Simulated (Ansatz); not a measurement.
MgSe:
```
CELL_PARAMETERS angstrom
      4.22287     0.00000     0.00000
     -2.11143     3.65711     0.00000
      0.00000     0.00000     6.81467
ATOMIC_POSITIONS crystal
  Mg 0.66667 0.33333 0.49813
  Mg 0.33333 0.66667 0.99813
  Se 0.66667 0.33333 0.87687
  Se 0.33333 0.66667 0.37687
```

Relaxed with r²SCAN. The program Ansatz at the r²SCAN level (PAW) gives a gap of 3.35 eV.

What gap does HSE06 give on the same cell (Ansatz, PAW)?

3.63 eV, 0.28 eV more. The hybrid was solved on a coarser mesh and at special points; the gap given is the minimum over both.

```csv
k,v1 r²SCAN,c1 r²SCAN,v1 HSE06,c1 HSE06
Γ,0.00,3.35,0.00,3.63
A,-0.30,4.85,[?],[?]
K,-1.37,4.82,[?],[?]
H,-0.56,5.68,[?],[?]
M,-0.44,4.73,[?],[?]
L,-0.84,4.60,-0.91,4.99
```

Top valence (v1) and lowest conduction level (c1) in eV from each method's valence maximum (which need not be a listed point): supply the withheld HSE06 values.


- H, v1 HSE06: -0.61
- H, c1 HSE06: 6.04
- A, v1 HSE06: -0.32
- A, c1 HSE06: 5.19
- K, v1 HSE06: -1.47
- K, c1 HSE06: 5.28
- M, v1 HSE06: -0.48
- M, c1 HSE06: 5.11

Cost on shared cores: the r²SCAN run (SCF on a 8×8×4 mesh, then bands and DOS) very roughly 2.3 core-minutes, the HSE06 run (SCF on 6×6×3, then a few points) very roughly 4 core-minutes; the tasks are unlike.

Space group P6_3mc (wurtzite). The first step of the workflow began from a Materials Project structure, measured or hypothetical; the Crystallography Open Database copy checked does not list it. COD files the formula under space group No. 225. Its standing as an ambient phase is unchecked. The r²SCAN relaxation kept the symmetry of its start; its stability against distortions is not shown here. Spin–orbit coupling is left out wherever it is not named.

Potentials: the earlier of the program's two PAW sets.
